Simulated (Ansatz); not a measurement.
**OsI3 in the ReO3-type structure**

Method: PBE+U (U_eff = 2 eV on Os 5d), scalar-relativistic; collinear spin; PAW, 420 eV, 6×6×6 k-mesh, Gaussian smearing of 0.05 eV; code Ansatz. The datasets are Ansatz's generated set soft_2.

```
Os I
1.0
     5.53703    0.00000    0.00000
     0.00000    5.53703    0.00000
     0.00000    0.00000    5.53703
Os I
1 3
Direct
  0.00000 0.00000 0.00000
  0.50000 0.00000 0.00000
  0.00000 0.00000 0.50000
  0.00000 0.50000 0.00000
```

This is a trial structure made by placing the elements on a prototype's sites, so it needn't be the stable form. The ideal cubic cell shuts out tilts of the octahedra, which such structures often take.

Magnetic state: ferromagnetic, site spin moments Os 1.76; I 0.12 μB.

Cell and atoms are those of this level's equilibrium.

Path: Γ–X–M–Γ–R–X | R–M, with Γ = (0.000, 0.000, 0.000), X = (0.000, 0.500, 0.000), M = (0.500, 0.500, 0.000), R = (0.500, 0.500, 0.500) in reciprocal vectors of the calculation's cell.

**Question.** Is it a metal or an insulator, and if it has a gap, where are the band edges on this path?

**Answer.** A metal: bands cross the Fermi level.

Bands as a text map, energy in eV from the Fermi level (dashes), each leg drawn with the same width, + spin up, o spin down, # both:
```
  3.71 |             o o o           o               
  3.43 |     +                   + o o               
  3.14 |    o       o++  +      o   ++o     ++#++++++
  2.86 |               +o         o+ +               
  2.57 |    +       +     o     +     #o      +o     
  2.29 |   o       o      +                          
  2.00 |                +o     o o+   +#             
  1.71 |   +      o+       o            o      +o    
  1.43 |  o              +    o+                     
  1.14 | o                o+o   o+     +#o           
  0.86 |o +      o+          o                  +o   
  0.57 |      ooooooooooo +o+ +o+ ooooooooooooooooooo
  0.29 |++  oo  o  o     o   +   o     o+#        o  
  0.00 |--oooooo-+o-------o-o-o-o-------o--o-----+---
 -0.29 | oo     ooooooooooo#o  #   oooo  ## ooooooooo
 -0.57 |oooooooo#  #++++o   ooo  o#+++##+ oo+++#+++++
 -0.86 |oo######++#++++++#+++o+ o#+   +##++#    o++++
 -1.14 |+##o######++++++++#o#+oo#+++++++ooo#+++++#+++
 -1.43 |####oooo##+++++++++#####++     +++#o    + o++
 -1.71 |++##+++++#oooo ooooo#+#++       +#++     + o 
 -2.00 |  +#oo  oo#####++##+             +o       ++#
 -2.29 |    #+##+++oo   oo o   o         o+#         
 -2.57 |     oooooooooooo       o       o  o       oo
 -2.86 |        o         o     o        oo       o  
 -3.14 |+++++++++#o   o  o+++++  o     ooo++     o  o
 -3.43 |  +++     ####+##++++ ++  o   oo +     oo o#+
 -3.71 |   oo#####++#ooo+##o    +  oooo +o##oooooo#oo
 -4.00 |###++++++##+++++++#####oo+     +o#++    o++++
        Γ      X      M      Γ      R      XR       M
```

Run time: 53 s on 2 threads of Arm Neoverse V2, on a shared host, peak memory 1.2 GiB.

With a Hubbard U or exact exchange the result depends on the state in which the open shell ends, and a lower one can't be excluded. No spin–orbit coupling, a notable omission for heavy elements. The program warned that the potential is rough where the density is thin (voids or gaps), so long spacings are poorly fixed. Site moments are of spin, integrated over atomic spheres.
